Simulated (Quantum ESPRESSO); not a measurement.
```
CELL_PARAMETERS angstrom
      0.00000     2.85237     2.85237
      2.85237     0.00000     2.85237
      2.85237     2.85237     0.00000
ATOMIC_POSITIONS crystal
  Ca 0.00000 0.00000 0.00000
  S  0.50000 0.50000 0.50000
```
Geometry: a computed entry of the Materials Project; it was not checked against measured cells. It is CaS in Fm-3m; whether this form has been observed was not checked. Stability against distortions was not tested.

With PBE (σ by GIPAW in a modified build of Quantum ESPRESSO; JTH PAW datasets, 20 Ha):

```tsv
quantity	PBE
σ_iso Ca (ppm)	969.7
σ_iso S (ppm)	353.7
```

These are absolute shieldings with no macroscopic susceptibility term; δ = σ_ref − σ needs a reference computed alike. By our sweeps, such settings leave a few ppm in absolute σ. No d partial waves on S: the paramagnetic term there is incompletely reconstructed. PBE places the empty d or f states of Ca too low, which is known to distort σ on and beside such ions.

Question: What does the LDA, on its own JTH datasets and the same geometry, give?

Answer: 
```json
[
 {"quantity": "σ_iso Ca (ppm)", "LDA": "934.6", "LDA − PBE": "-35.1"},
 {"quantity": "σ_iso S (ppm)", "LDA": "276.5", "LDA − PBE": "-77.2"}
]
```
